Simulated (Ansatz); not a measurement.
Al$_{2}$GaN$_{3}$ in space group Cm (No. 8; Pearson symbol mS24), the program Ansatz at the PBEsol level (PAW). The conduction-band minimum lies at Γ, with 1 equivalent valley. Second derivatives d²E/dk² of the lowest band at one valley (eV·Å²), along Cartesian directions:

```tsv
direction	d²E/dk²
[100]	29.98
[010]	29.81
[001]	28.84
[110]	29.90
[101]	28.83
[011]	29.33
```

Problem. Find the principal effective masses, the density-of-states mass and the conductivity mass.

Solution. Off-diagonal terms follow from H_xy = H[110] − (H_xx + H_yy)/2, and m*/mₑ = 7.620 eV·Å² over each eigenvalue: 0.25, 0.26, 0.27. One valley's DOS mass (m₁m₂m₃)^(1/3) = 0.26, conductivity mass 3/(Σ 1/mᵢ) = 0.26 mₑ.

Problem. What effective density of states Nc follows at 300 K for parabolic valleys?

Solution. Nc = 2.509e19 × 1 × (0.26)^(3/2) ≈ 3.3e18 cm⁻³.

Problem. With the computed static dielectric constant 9.23 (mean of the diagonal), estimate a hydrogenic donor's binding energy and radius.

Solution. E = 13.606 eV × 0.26/9.23² ≈ 42 meV; a = 0.529 Å × ε/m* ≈ 19 Å. Semilocal masses tend to be too small where the gap is.

The first step of the workflow began from a Materials Project structure, measured or hypothetical; the Crystallography Open Database copy checked does not list it. With Al and Ga taken as one species the cell has the higher symmetry P6_3mc, so it may be an ordered model of a mixed-site phase. Its standing as an ambient phase is unchecked. Symmetry was held in the PBEsol relaxation; of distortions, only those at the zone centre were tested. Spin–orbit coupling is left out wherever it is not named.

Potentials: the later of the program's two PAW sets.
